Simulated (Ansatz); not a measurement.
The start is a relaxed CdSe2 cell shaken by Gaussian noise of σ = 0.08 Å a coordinate. The structure is fully relaxed (lattice and positions, P = 0) with r2SCAN (plane waves to 500 eV, PAW, scalar-relativistic; Ansatz, a quantum-chemistry and plane-wave program). First-step values are on the input's coarse k-mesh.

Ansatz input (later rounds restart from its end on a renewed k-mesh):
Ansatz 0.2 input:
```yaml
crystal:
  lattice:
    - [6.6800670641, 0, 0]
    - [0, 6.6800670641, 0]
    - [0, 0, 6.6800670641]
  atoms:
    - { symbol: Cd, position: [0.4940114676, 0.4953815235, 0.0122608797] }
    - { symbol: Cd, position: [0.0089475126, 0.4884423645, 0.4972165535] }
    - { symbol: Cd, position: [0.0001977233, -0.0131687678, 0.0183539891] }
    - { symbol: Cd, position: [0.5205269677, -0.008700388, 0.4980530723] }
    - { symbol: Se, position: [0.0994495392, 0.892280311, 0.3864643089] }
    - { symbol: Se, position: [0.8976765167, 0.1008672598, 0.5955915022] }
    - { symbol: Se, position: [0.383194624, 0.1075641054, 0.8884195312] }
    - { symbol: Se, position: [0.5869691804, 0.9065679589, 0.0895810959] }
    - { symbol: Se, position: [0.5907391899, 0.6033081333, 0.5931756125] }
    - { symbol: Se, position: [0.39606533, 0.4096015265, 0.4201235189] }
    - { symbol: Se, position: [0.9001792322, 0.3723146048, 0.1106118751] }
    - { symbol: Se, position: [0.1108101186, 0.6020974094, 0.875736794] }
basis: { ecutwfc: 500, ecutrho_ratio: 4, xc_grid: 4, fft_grid_basis: typed }
kpoints: { mp_grid: { grid: [3, 3, 3] } }
hamiltonian:
  xc: r2scan
  dispersion: none
  pseudopotentials: { kind: paw }
scf: { occupations: { method: fermi_dirac, width: 0.05 } }
relax: { f_tol: 0.01, max_steps: 100, cell: { stress_tol: 0.02 } }
output: { forces: true, stress: true }
```

What is the largest force in the starting geometry, and on which atom (counted from 1)?

3.40 eV/Å, on Se10 (atoms numbered as listed).

How do the shortest distances between atoms change?

The closest pairs of elements (up to four, under 3.6 Å), start → end: Se–Se 2.17 → 2.37 Å; Cd–Se 2.62 → 2.83 Å.

What band gap does the relaxed structure have at this level?

1.12 eV, indirect (valence top at Γ, conduction bottom at k = (0.25, 0.25, 0.25)) (no spin-orbit coupling).

Final values are on a 4×4×4 k-mesh of the relaxed cell. The relaxed cell holds bonded Se–Se pairs (2.37 Å). No spin polarisation in the result.

The cell that was disturbed is our relaxation of an entry of Materials Project.
